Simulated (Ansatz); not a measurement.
Trial structures of ScAl₃P₂: starts and ends

Computed with Ansatz 0.2.0, DFT PBE, scalar-relativistic, plane waves, PAW. Settings: cutoff 420 eV, Γ-centred meshes spaced at most about 0.3 Å⁻¹, and about 0.25 Å⁻¹ or finer for metals (2π included), Gaussian smearing. No spin polarisation in the final relaxations.

Each guess was relaxed in cell and atoms at zero pressure, within the symmetry of its start. Temperature and zero-point effects are left out. Coordination counts P atoms around Al and Sc (those within 1.25 times the shortest such distance or 1.15 times the sum of covalent radii, 1.27 where that leaves under three; the shortest distance is added where it exceeds 1.18 times the sum of covalent radii; a slash parts the counts of unlike sites).

```tsv
guess	made from	start group	V start (Å³/atom)	end group	V end (Å³/atom)	coordination at the end	gap on mesh (eV)	E over the lowest end (meV/atom)
1	random cell	P4/mmm	18.6	P4/mmm	23.1	Sc 8 from 3.6 Å, Al 2/8 from 3.6 Å	0	899
2	random cell	P4mm	20.0	?	?	?	?	?
3	random cell	P4/mmm	20.6	P4/mmm	20.8	Sc 8 from 3.6 Å, Al 4 from 2.9 Å/8 from 3.8 Å	0	749
4	NdSi2Rh3 type	P6/mmm	16.9	P6/mmm	17.0	Sc 6, Al 4	0	228
5	Mn3CoAs2 type	P-4m2	15.1	P-4m2	16.6	Sc 4, Al 4 from 2.8 Å/1+4	0	0
```

Guess 2 as it starts:

```yaml
crystal:
  lattice:
    - [5.35824, 0.00000, 0.00000]
    - [0.00000, 5.35824, 0.00000]
    - [0.00000, 0.00000, 4.17013]
  atoms:
    - { symbol: Sc, position: [0.00000, 0.00000, 0.67646] }
    - { symbol: Al, position: [0.50000, 0.00000, 0.27518] }
    - { symbol: Al, position: [0.00000, 0.50000, 0.27518] }
    - { symbol: Al, position: [0.50000, 0.50000, 0.60004] }
    - { symbol: P, position: [0.50000, 0.00000, 0.67094] }
    - { symbol: P, position: [0.00000, 0.50000, 0.67094] }
```

Problem. Fill in the missing row: what does this guess relax into, and where does it rank?

Solution. It ends in space group P4mm (No. 99), with a = 4.909 Å, c = 4.982 Å, 20.0 Å³/atom and no gap. It lies 204 meV/atom over the lowest end, above guess 5 and below guess 4. Counting P atoms around Al and Sc, this end has Sc 4, Al 2/4 and the lowest (guess 5) has Sc 4, Al 4 from 2.8 Å/1+4.

```cif
data_structure
_symmetry_space_group_name_H-M 'P4mm'
_symmetry_Int_Tables_number 99
_cell_length_a 4.9089
_cell_length_b 4.9089
_cell_length_c 4.9824
_cell_angle_alpha 90.000
_cell_angle_beta 90.000
_cell_angle_gamma 90.000
_cell_volume 120.07
loop_
_atom_site_label
_atom_site_type_symbol
_atom_site_symmetry_multiplicity
_atom_site_Wyckoff_symbol
_atom_site_fract_x
_atom_site_fract_y
_atom_site_fract_z
_atom_site_occupancy
Sc1 Sc 1 a 0.00000 0.00000 0.83749 1
Al1 Al 2 c 0.50000 0.00000 0.20167 1
Al2 Al 1 b 0.50000 0.50000 0.53857 1
P1 P 2 c 0.50000 0.00000 0.69467 1
```

Formation energies are uncorrected and refer to the elements' standard structures at the same level. The references include black phosphorus.

Problem. Is the lowest end bound against the elements?

Solution. Yes: its formation energy is −0.42 eV/atom. A negative formation energy is needed for stability but isn't enough: competing phases decide.

The reference form of P is held partly by dispersion forces, which this level lacks. Cells relaxed within their symmetry can be saddle points. A lower structure may well exist outside this small set. Some structure types and database cells were kept out of the candidates from the start, so a known form may be missing.
